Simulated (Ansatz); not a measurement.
A geometry of Pb away from equilibrium: step 2 of the relaxation of a generated cell, Pb placed in the trigonal-Te structure type. Computed with PBEsol (plane waves to 420 eV, PAW, scalar-relativistic; Ansatz, a first-principles code). Γ-centred k-mesh 8×8×5 on the run's cell (coarser than for final values), Fermi–Dirac smearing 0.05 eV. The plane waves were selected for a different cell earlier on the path.

```
CELL_PARAMETERS angstrom
      4.48900     0.00000     0.00000
     -2.24450     3.88759     0.00000
      0.00000     0.00000     6.05013
ATOMIC_POSITIONS crystal
  Pb 0.29840 0.00000 0.33333
  Pb 0.00000 0.29840 0.66667
  Pb 0.70160 0.70160 0.00000
```

What forces act on the atoms (eV/Å)?


```tsv
atom	Fx	Fy	Fz
Pb1	0.45	0.00	0.00
Pb2	-0.22	0.39	0.00
Pb3	-0.22	-0.39	0.00
```

The path ends in Fm-3m (No. 225) (fcc (Cu type)). No spin polarisation in the result.

The run could not lose the symmetry of its start.
